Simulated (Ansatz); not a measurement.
Calculated ¹⁴N nuclear quadrupole resonance for CdPtC₆N₆

Cell: a COD entry, its atoms then relaxed with PBE in this cell.

Space group Fm-3m (No. 225); a = 10.9380 Å.

```csv
site,Wyckoff,site symmetry,x,y,z
Cd,4b,m-3m,0.5000,0.5000,0.5000
Pt,4a,m-3m,0.0000,0.0000,0.0000
C,24e,4m.m,0.5000,0.5000,0.8167
N,24e,4m.m,0.5000,0.5000,0.7109
```

One atom of each set is listed; the run and its k-mesh use a cell of 14 atoms with edges of 7.73, 7.73, 7.73 Å.

All values are calculated (Ansatz; DFT, PBE, plane waves and PAW, with spin–orbit coupling, 420 eV cutoff, Γ-centred 5×5×5 k-points, Fermi–Dirac smearing 0.05 eV), not measured.

¹⁴N: I = 1, Q = 20.44 mb (year-2017 value). Static lattice, zero field.

Question: Predict the zero-field ¹⁴N lines of each site.

Answer: For I = 1 the lines are ν± = (3/4)|C_Q|(1 ± η/3) and ν₀ = |C_Q|η/2.

| site | atoms | V_zz (10²¹ V/m²) | C_Q (MHz) | η | line frequencies (MHz) |
| --- | --- | --- | --- | --- | --- |
| N | 6 | -5.88 | -2.91 | 0.00 | 2.18 |

An axis of threefold or higher order runs through N, so V_zz lies along it and η is zero.

The database entry as given showed forces above 3 eV/Å or a pressure above 30 GPa, though relaxing it moves no atom far.
